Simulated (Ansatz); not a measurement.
HfCo$_{7}$ in space group P4/mmm (No. 123; Hf on 1d, Co on 1b, Co on 4j, Co on 2e), PBEsol (plane waves, PAW; program Ansatz), all energies at zero smearing, with the estimated change up to a 700 eV cutoff added, with one set of potentials and settings (totals compare only within such a set). Cell of 8 atoms (1 Hf, 7 Co): -51248.776 eV.

```
element                                reference phase  E (eV/atom)
-------  ---------------------------------------------  -----------
Hf                       P6_3/mmc, 2 atoms in the cell  -15598.0268
Co       P6_3/mmc, 2 atoms in the cell, spin-polarised   -5092.9959
```

Formation energy per atom, worked out: (-51248.776 − 1×(-15598.0268) − 7×(-5092.9959))/8 = 0.028 eV/atom (3 kJ per mol of atoms), at 0 K, without zero-point energy or fitted corrections.

The first step of the workflow began from a Materials Project structure, measured or hypothetical; the Crystallography Open Database copy checked does not list it. Its standing as an ambient phase is unchecked. The PBEsol relaxation kept the symmetry of its start; whether a distortion lowers the energy is not shown. The run is not spin-polarised. The program gave a warning on the electronic state, which may not be the lowest. The references are the lowest solids computed at this level, not always the standard phases. Spin–orbit coupling is left out wherever it is not named.

Potentials: the later of the program's two PAW sets.
